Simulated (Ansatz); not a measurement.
A geometry of Co away from equilibrium: the start of the relaxation of a generated cell, Co placed in the AFLOW prototype A_oC8_64_f (A11, as in Ga). Method: PBEsol (plane waves to 420 eV, PAW, scalar-relativistic; Ansatz, an electronic-structure program). Γ-centred k-mesh 10×10×9 on the run's cell (coarser than for final values), Fermi–Dirac smearing 0.05 eV.

```xyz
4
Lattice="1.8716 -3.1700 0.0000 1.8716 3.1700 0.0000 0.0000 0.0000 3.7440" Properties=species:S:1:pos:R:3 pbc="T T T"
Co     1.8716     0.9821     2.1752
Co     1.8716    -0.9821     1.5687
Co     1.8716    -2.1880     3.4407
Co     1.8716     2.1880     0.3033
```
Spin-polarised start, with parallel moments on Co.

Give the Cartesian forces on all atoms (eV/Å).


```csv
atom,Fx,Fy,Fz
Co1,0.00,0.09,-0.30
Co2,0.00,-0.09,0.30
Co3,0.00,0.09,0.30
Co4,0.00,-0.09,-0.30
```

What is the pressure?

+26.3 GPa, compression positive.

How far above the relaxed end point is this geometry?

0.40 eV/atom; the path ends in I4/mmm (No. 139).

Spin state reached: ferromagnetic (net 1.49 μB/atom), from parallel starting moments; other spin orders were not run from this start.

The run could not lose the symmetry of its start, so the end can be a saddle point.

The end of the path is a generated cell of Co: the first start was made by placing the elements on the sites of a structure type, and the end was not matched to a known phase here, so it may be hypothetical. Known forms of Co include space group No. 194.
